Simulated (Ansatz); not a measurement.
# Data sheet: Rb2SnHgTe4 (DFT)

Rb$_{2}$SnHgTe$_{4}$:
```cif
data_Hg2Rb4Sn2Te8
_chemical_formula_sum 'Rb4 Sn2 Hg2 Te8'
_space_group_name_H-M_alt 'I-42m'
_space_group_IT_number 121
_space_group_name_Hall 'I -4 2'
_cell_length_a 8.93234
_cell_length_b 8.93234
_cell_length_c 7.50013
_cell_angle_alpha 90.000
_cell_angle_beta 90.000
_cell_angle_gamma 90.000
loop_
_atom_site_label
_atom_site_type_symbol
_atom_site_symmetry_multiplicity
_atom_site_Wyckoff_symbol
_atom_site_fract_x
_atom_site_fract_y
_atom_site_fract_z
_atom_site_occupancy
Rb1 Rb 4 c 0.00000 0.50000 0.00000 1
Sn1 Sn 2 b 0.00000 0.00000 0.50000 1
Hg1 Hg 2 a 0.00000 0.00000 0.00000 1
Te1 Te 8 i 0.33067 0.33067 0.23752 1
```
(The calculation used a cell of 8 atoms; values per cell refer to that cell.)

Space group I-42m (No. 121); conventional cell a = b = 8.9323 Å, c = 7.5001 Å, α = β = γ = 90.00°.

Method: the program Ansatz at the r²SCAN level (PAW). The cell and atoms are relaxed at this level. Other levels are named where they apply.

### Cell and energy

```
Property                                                      Result
-----------------------------------------------------  -------------
Volume per atom                                             37.40 Å³
Density                                                   5.55 g/cm³
Formation energy from the elements (no fitted shifts)  -0.71 eV/atom
```

### Electronic structure

```
Quantity                                                                        Value
--------------------------------------------  ---------------------------------------
Band gap                                                           0.90 eV (indirect)
Valence-band maximum                          on the Γ–X line, 34 % of the way from Γ
Conduction-band minimum                                                          at M
Smallest direct gap on the standard path                                      1.22 eV
Electron effective mass                        0.29, 0.31, 0.31 mₑ (principal values)
Hole effective mass                              0.42, 1.0, 2.8 mₑ (principal values)
Hole effective mass with spin–orbit coupling   0.47, 0.47, 0.99 mₑ (principal values)
HSE06 gap on the r²SCAN cell                                                  1.33 eV
Gap with spin–orbit coupling                                                  0.69 eV
```

### Mechanics

```
Item                                   Value
----------------------------------  --------
Bulk modulus (Birch–Murnaghan fit)  17.0 GPa
Pressure derivative B′                   5.6
```

### Charges

```
Item                                              Value
-------------  ----------------------------------------
Bader charges  Rb +0.79, Sn +0.83, Hg +0.20, Te -0.65 e
```

The first step of the workflow began from a Materials Project structure, measured or hypothetical; the Crystallography Open Database files this formula in space group No. 121, but the cells were not matched. Whether it is the stable phase at ambient conditions was not checked. The r²SCAN relaxation kept the symmetry of its start; whether a distortion lowers the energy is not shown. The references are the lowest solids computed at this level, not always the standard phases. Spin–orbit coupling is left out wherever it is not named.

Potentials: the later of the program's two PAW sets.
